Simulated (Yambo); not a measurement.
## How GW settings move the gap: BeS

G0W0@LDA for BeS (zinc blende, space group F-43m, No. 216) in Yambo. Reference settings: 6×6×6 Γ-centred k mesh, bands 2 to 62 and a 10 Ry block in the screening, 62 bands in G with the Bruneval-Gonze terminator, plasmon pole fitted at 27.2 eV. The LDA gap Γ → X on this mesh is 2.83 eV; G0W0 gaps are taken between the same points.

```json
[
 {"change from the reference": "reference settings", "G0W0 gap Γ → X (eV)": "4.55", "shift of the valence edge (eV)": "-1.17", "rough Yambo cost": "1"},
 {"change from the reference": "22 bands in W, 22 bands in G", "G0W0 gap Γ → X (eV)": "4.54", "shift of the valence edge (eV)": "-0.90", "rough Yambo cost": "about 1/3"},
 {"change from the reference": "22 bands in G", "G0W0 gap Γ → X (eV)": "4.57", "shift of the valence edge (eV)": "-1.15", "rough Yambo cost": "–"},
 {"change from the reference": "39 bands in G", "G0W0 gap Γ → X (eV)": "4.55", "shift of the valence edge (eV)": "-1.16", "rough Yambo cost": "–"},
 {"change from the reference": "27 bands in W", "G0W0 gap Γ → X (eV)": "4.52", "shift of the valence edge (eV)": "-0.99", "rough Yambo cost": "within a factor of two"},
 {"change from the reference": "2 Ry block", "G0W0 gap Γ → X (eV)": "4.20", "shift of the valence edge (eV)": "-0.77", "rough Yambo cost": "within a factor of two"},
 {"change from the reference": "4 Ry block", "G0W0 gap Γ → X (eV)": "4.37", "shift of the valence edge (eV)": "-0.96", "rough Yambo cost": "within a factor of two"},
 {"change from the reference": "8 Ry block", "G0W0 gap Γ → X (eV)": "4.49", "shift of the valence edge (eV)": "-1.10", "rough Yambo cost": "within a factor of two"},
 {"change from the reference": "pole fitted at 10 eV", "G0W0 gap Γ → X (eV)": "4.51", "shift of the valence edge (eV)": "-1.02", "rough Yambo cost": "–"},
 {"change from the reference": "no random integration", "G0W0 gap Γ → X (eV)": "4.50", "shift of the valence edge (eV)": "-0.98", "rough Yambo cost": "–"},
 {"change from the reference": "22 bands in G, no terminator", "G0W0 gap Γ → X (eV)": "4.40", "shift of the valence edge (eV)": "-0.64", "rough Yambo cost": "–"},
 {"change from the reference": "39 bands in G, no terminator", "G0W0 gap Γ → X (eV)": "4.46", "shift of the valence edge (eV)": "-0.93", "rough Yambo cost": "–"},
 {"change from the reference": "no terminator", "G0W0 gap Γ → X (eV)": "4.50", "shift of the valence edge (eV)": "-1.06", "rough Yambo cost": "–"}
]
```

The reference isn't shown to be the converged limit. Costs are rough (shared machines), scaled to the same edge states, and given only for runs that recompute the screening.

Geometry relaxed with LDA; primitive cell a = b = c = 3.3913 Å, α = β = γ = 60.00°.

A shift is the quasiparticle energy of the state minus its LDA energy.
